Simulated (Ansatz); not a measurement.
TaAs:
```xyz
4
Lattice="-1.7208 1.7208 5.8575 1.7208 -1.7208 5.8575 1.7208 1.7208 -5.8575" Properties=species:S:1:pos:R:3 pbc="T T T"
Ta     0.0000     0.0000    11.7065
Ta     0.0000     1.7208     2.9204
As     0.0000     0.0000     4.8818
As     1.7208     0.0000     1.9530
```

Relaxed with r²SCAN.

Map the valence electron density (e/Å³), cut off at 3 on the plane through (0.999, 0.999, 0.000) spanned by u = [1, 1, 0] and v = [1, 0, 1] in lattice vectors, from r²SCAN (plane waves, PAW; program Ansatz).

x is the fraction of u, y of v (the angle between them is 90°; rows are the nearest grid lines); atoms in the plane: Ta at (0.00, 0.00), Ta at (0.25, 0.50), As at (0.42, 0.00), As at (0.67, 0.50).
```
|@@@-         .-@@@@*                -@@@|
|@@@-         .:@@@@+                -@@@|
|@@%:         .:%@@@-                :%@@|
|@@=.         ..-%@=.      ..        .=@@|
|+-.     .:::....:::.    .....        .-+|
|..      :*%*:......    .:==-.         ..|
|       .*@@@*.         .=@@%:.          |
|       :@@@@@:        .:@@@@=.          |
|       -@@@@@-        .-@@@@+.          |
|       -@@@@@-        .-@@@@+.          |
|       :@@@@@:        .:@@@@=.          |
|       .*@@@*.         .=@@%:.          |
|..      :*%*:......    .:==-.         ..|
|+-.     .:::....:::.    .....        .-+|
|@@=.         ..-%@=.      ..        .=@@|
|@@%:         .:%@@@-                :%@@|
|@@@-         .:@@@@+                -@@@|
|@@@-         .-@@@@*                -@@@|
```
Scale: ten equal steps from 0.067 (start of ' ') to 3.00 (end of '@'), in the order ' .:-=+*#%@'; x runs from 0.000 to 1.00, y from 0.000 (bottom) to 1.00 (top).

The density is the valence pseudo-density with augmentation charge, so density and ELF within about 1 Å of a nucleus are not all-electron values.

Space group I4_1md. Symmetry was held in the r²SCAN relaxation. The run is not spin-polarised. Spin–orbit coupling is left out wherever it is not named.

Potentials: the later of the program's two PAW sets.
